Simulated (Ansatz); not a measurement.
Mo: energy along a strain

Mo, Im-3m, a = 3.142 Å (as given, not relaxed at this level: -3.2 GPa). Ansatz: PBEsol, PAW, 420 eV, Γ-centred 22×22×22 mesh on 1 atom, Gaussian smearing 0.15 eV; no spin polarisation. Cell vectors (Å): -1.571 1.571 1.571; 1.571 -1.571 1.571; 1.571 1.571 -1.571. The cell is strained by x per cent times the pattern (1 0 0 0 0 0) in the order xx yy zz yz xz xy (engineering shears), with fractional coordinates held. y is the free energy over the start, V0 = 15.509 Å³/atom. Points with a strain past 8.5 % were computed too (3) and aren't used here.

```
x (%) y (meV/atom)
-7.50        126.58
-5.00         47.82
-2.50          7.19
 0.00          0.00
 2.50         21.32
 5.00             ?
 7.50        132.32
```

Fit y = c1 x + c2 x² + c3 x³ to the other rows, get the stiffness along the pattern, and predict the missing energy.

Least squares on the rows shown. y = 3.1546 x + 2.3008 x² − 0.049253 x³. The clamped-ion stiffness p·C·p = 2 × 23.01 eV × 160.2 / 15.509 Å³ = 475 GPa, which is C11 in these axes (second derivative at the start, which stands under stress). At x = 5.00 the fit asked for gives 67.14 meV/atom. The run gave 66.80 meV/atom, so the fit is 0.34 meV/atom too high, 0.26 % of the span of the series, against an rms of 0.10 meV/atom on the fitted rows. With a term in x⁴ added, a fit to the same known rows predicts 66.83 meV/atom, so most of the miss is curvature that the known rows already hold.